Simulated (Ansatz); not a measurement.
Pt:
```
Pt
1.0
    0.00000     1.96423     1.96423
    1.96423     0.00000     1.96423
    1.96423     1.96423     0.00000
Pt
1
Cartesian
  0.00000   0.00000   0.00000
```

Relaxed with PBE+D3(BJ). Special points in fractions of this cell's reciprocal vectors: Γ (0.000, 0.000, 0.000); X (0.500, 0.000, 0.500); U (0.625, 0.250, 0.625); K (0.375, 0.375, 0.750); L (0.500, 0.500, 0.500); W (0.500, 0.250, 0.750).

Problem. List the band energies nearest the Fermi level at these points for PBE+D3(BJ) in the plane-wave PAW code Ansatz.

Solution. In eV from the Fermi level; about four levels below and three above (degenerate sets whole), none deeper than 8.9 eV; … stands for higher levels left out; points with the same levels are listed once.

```tsv
k	below	above
Γ	-3.77 -3.77 -3.77 -1.63 -1.63	…
X	-7.04 -6.59 0.00	0.49 0.49 1.78
U	-5.45 -2.85 -1.32 -0.17	5.73 …
L	-7.29 -3.84 -3.84 -0.47	0.04 0.04 …
W	-5.64 -4.53 -4.53 -2.00	0.49 7.09 …
```

Space group Fm-3m (fcc (Cu type)). The PBE+D3(BJ) relaxation kept the symmetry of its start. No spin polarisation was allowed. The pairwise dispersion correction was not fitted to metals. Scalar-relativistic: spin–orbit coupling is off unless named, which matters more the heavier the elements.

Potentials: the later of the program's two PAW sets.
